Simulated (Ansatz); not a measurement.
Given:

TiC:
Space group P6₃/mmc (No. 194); a = b = 3.6052 Å, c = 4.2858 Å, α = β = 90.00°, γ = 120.00°

| atom | site | symmetry | x | y | z |
|---|---|---|---|---|---|
| Ti | 2c | -6m2 | 0.3333 | 0.6667 | 0.2500 |
| C | 2d | -6m2 | 0.6667 | 0.3333 | 0.2500 |

This is the r²SCAN-relaxed structure.

Question: All from plane-wave PAW r²SCAN (Ansatz code), unless another level is named. Give the electronic character.

Answer: metallic (no gap).

Question: What about the density of states at the Fermi level?

Answer: 0.10 states/eV per atom (mean over ±0.08 eV).

Question: Give the formation energy from the elements (no fitted shifts).

Answer: -0.74 eV/atom.

Space group P6_3/mmc. The start of the workflow was typed in or built on a structure type; neither database checked (COD, Materials Project) lists it. It is not the phase usual at ambient conditions (space group No. 225). The r²SCAN relaxation kept the symmetry of its start; its stability against distortions is not shown here. No spin polarisation was allowed. The volume moved by -16 % from the start of the relaxation. The references are the lowest solids computed at this level, not always the standard phases.

Potentials: the earlier of the program's two PAW sets.
